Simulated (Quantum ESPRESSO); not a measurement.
pw.x input (Quantum ESPRESSO 7.5; PBEsol, PseudoDojo standard norm-conserving files, fully relativistic):

```
&CONTROL
  calculation = 'scf'
  pseudo_dir = './pseudo'
  outdir = './out'
  tprnfor = .true.
  tstress = .true.
/
&SYSTEM
  ibrav = 0
  nat = 4
  ntyp = 2
  ecutwfc = 84.0
  ecutrho = 336.0
  occupations = 'smearing'
  smearing = 'fd'
  degauss = 0.002
  nbnd = 67
  noncolin = .true.
  lspinorb = .true.
/
&ELECTRONS
  conv_thr = 4e-10
/
ATOMIC_SPECIES
As 74.9216 As.upf
In 114.8180 In.upf
CELL_PARAMETERS angstrom
  4.298949023095   0.000000000000   0.000000000000
 -2.149474511547   3.722999063574   0.000000000000
  0.000000000000   0.000000000000   7.061370893000
ATOMIC_POSITIONS crystal
As   0.666666667000   0.333333333000   0.874862712800
As   0.333333333667   0.666666666333   0.374862712800
In   0.666666667000   0.333333333000   0.500637287200
In   0.333333333667   0.666666666333   0.000637287200
K_POINTS automatic
9 9 4 0 0 0
```

End of the output:

```

[...]
     the Fermi energy is     7.8053 ev
!    total energy              =    -688.77713393 Ry
     estimated scf accuracy    <          1.1E-11 Ry
     smearing contrib. (-TS)   =      -0.00001609 Ry
     internal energy E=F+TS    =    -688.77711784 Ry
     The total energy is F=E-TS. E is the sum of the following terms:
     one-electron contribution =    -359.14048629 Ry
     hartree contribution      =     211.32040951 Ry
     xc contribution           =    -173.27197848 Ry
     ewald contribution        =    -367.68506259 Ry
     convergence has been achieved in   9 iterations
     Forces acting on atoms (cartesian axes, Ry/au):
     atom    1 type  1   force =     0.00000000    0.00000000    0.00039325
     atom    2 type  1   force =     0.00000000    0.00000000    0.00039325
     atom    3 type  2   force =    -0.00000000   -0.00000000   -0.00039325
     atom    4 type  2   force =     0.00000000    0.00000000   -0.00039325
     Total force =     0.000787     Total SCF correction =     0.000014
     Computing stress (Cartesian axis) and pressure
          total   stress  (Ry/bohr**3)                   (kbar)     P=       -0.44
  -0.00000490   0.00000000  -0.00000000           -0.72        0.00       -0.00
   0.00000000  -0.00000490  -0.00000000            0.00       -0.72       -0.00
   0.00000000   0.00000000   0.00000082            0.00        0.00        0.12
```

Geometry relaxed with PBEsol.
